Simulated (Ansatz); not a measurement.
BaTiO$_{3}$ (cubic perovskite)

```
BaTiO3
1.0
    3.99403     0.00000     0.00000
    0.00000     3.99403     0.00000
    0.00000     0.00000     3.99403
Ba Ti O
1 1 3
Direct
  0.00000   0.00000   0.00000
  0.50000   0.50000   0.50000
  0.00000   0.50000   0.50000
  0.50000   0.50000   0.00000
  0.50000   0.00000   0.50000
```

The relaxed cell is deformed in two ways at once: its volume V is scaled, and at that volume it is stretched along z (the c axis of the conventional cell) so that c/a changes. Fractional atomic positions are held.

Level of theory: r2SCAN (plane waves to 500 eV, PAW, scalar-relativistic; Ansatz, an electronic-structure program). k mesh 8×8×8 (Γ-centred), Fermi-Dirac smearing 0.05 eV. Energies are smeared free energies. BaTiO3 is run without spin polarisation. BaTiO3 was relaxed with its symmetry unable to fall. This is a high-temperature form of BaTiO3. The zero of ΔE is the relaxed starting cell.

Task: Estimate the ΔE (meV/atom) for all points of the grid V/V₀ = 0.960, 0.980, 1.000, 1.020, 1.040 by (c/a)/(c/a)₀ = 0.880, 0.940, 1.000, 1.060, 1.120.

Result: ΔE (meV/atom), with V/V₀ across and (c/a)/(c/a)₀ down:

```tsv
(c/a)/(c/a)₀ \ V/V₀	0.960	0.980	1.000	1.020	1.040
0.880	127.1	110.5	100.7	97.0	98.8
0.940	37.4	26.3	21.7	23.0	29.5
1.000	12.4	3.0	0.0	2.8	10.7
1.060	32.6	21.7	17.4	18.8	25.5
1.120	87.2	72.3	64.1	61.9	65.2
```

(A scan under strain: stresses follow from slopes of the energy per volume, elastic moduli from its curvatures.)
